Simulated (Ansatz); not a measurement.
**Rocksalt alloy of AgCl and NaCl (20 of 32 Ag sites exchanged), 64 atoms**

Ansatz, PAW, plane waves. PBEsol relaxation of volume and atoms (shape held) at the single k point (¼, ¼, ¼) without its symmetry partners; single points on the relaxed atoms at the Γ point alone, onto which points of the small cell's zone fold. Arrangement: quasirandom. No spin–orbit coupling unless named.

Relaxed structure:

```xyz
64
Lattice="11.0749 0.0000 0.0000 0.0000 11.0749 0.0000 0.0000 0.0000 11.0749" Properties=species:S:1:pos:R:3 pbc="T T T"
Cl    2.7632    0.0046    0.0269
Cl    2.7347    0.0772    5.4791
Cl    2.7505    5.5279    0.0041
Cl    2.7539    5.5337    5.5238
Cl    8.3138   11.0731    0.0384
Cl    8.3437    0.0645    5.4724
Cl    8.3376    5.5203    0.0357
Cl    8.3061    5.5107    5.4986
Cl    0.0072    2.7760    0.0253
Cl    0.0106    2.7344    5.4819
Cl   11.0746    8.2539    0.0006
Cl   11.0691    8.3386    5.5236
Cl    5.5449    2.7648    0.0181
Cl    5.5364    2.7783    5.6137
Cl    5.5338    8.2956    0.0247
Cl    5.5319    8.3220    5.5171
Cl   11.0670   11.0386    2.8299
Cl    0.0031   11.0333    8.2990
Cl   11.0068    5.5593    2.6936
Cl   11.0720    5.5682    8.3084
Cl    5.5470   11.0224    2.7754
Cl    5.5414    0.0216    8.3121
Cl    5.5515    5.5610    2.7729
Cl    5.5420    5.5245    8.3190
Cl    2.7271    2.7296    2.8262
Cl    2.7994    2.7755    8.2841
Cl    2.7522    8.3470    2.7648
Cl    2.7415    8.3206    8.2965
Cl    8.3624    2.7588    2.8462
Cl    8.2869    2.7709    8.2936
Cl    8.2986    8.3002    2.7665
Cl    8.3329    8.3109    8.2949
Na    0.0012   11.0420    0.0614
Na   11.0559    5.5282    5.4779
Na    5.5376   11.0637    0.0260
Na    5.5388    0.0305    5.5236
Na    5.5507    5.5333    0.0156
Na    5.5373    5.5338    5.5360
Na    2.7670    2.7664    0.0284
Na    2.7478    8.3030    0.0115
Na    2.7421    8.3602    5.5107
Na    8.3251    2.7706    0.0558
Na    8.3254    8.2855    0.0277
Na    8.3210    8.3341    5.4975
Na    2.7633    0.0185    8.2740
Na    2.7216    5.5434    2.7642
Na    2.7622    5.5383    8.3012
Na    8.3188    0.0104    8.2745
Na    8.3153    5.5325    8.3049
Na    0.0048    2.7634    8.2704
Na    5.5560    2.7445    2.8342
Na    5.5387    8.3114    8.3084
Ag    0.0032   11.0742    5.5637
Ag    0.0075    5.5144   11.0370
Ag    2.7746    2.8098    5.5579
Ag    8.3145    2.7879    5.5730
Ag    2.7678   11.0711    2.7527
Ag    8.3121   11.0624    2.7534
Ag    8.2809    5.5269    2.7660
Ag    0.0049    2.7571    2.7526
Ag   11.0590    8.3021    2.7588
Ag   11.0743    8.2962    8.2968
Ag    5.5436    2.7736    8.3600
Ag    5.5276    8.2913    2.7722
```

(1) What are the mean bond lengths by pair (pairs within 1.2 times the sum of covalent radii, less contacts 15 % beyond the pair's median; cation–cation pairs of compounds aside; long ionic contacts are cut short by that bound)?

(2) What gap lies between the top filled and the lowest empty level in the single points?

Answers

(1) Ag–Cl 2.745 ± 0.020 Å (standard deviation, 72 bonds); Cl–Na 2.783 ± 0.024 Å (standard deviation, 120 bonds).

(2) HSE06 3.75 eV (18 s on NVIDIA GB200).
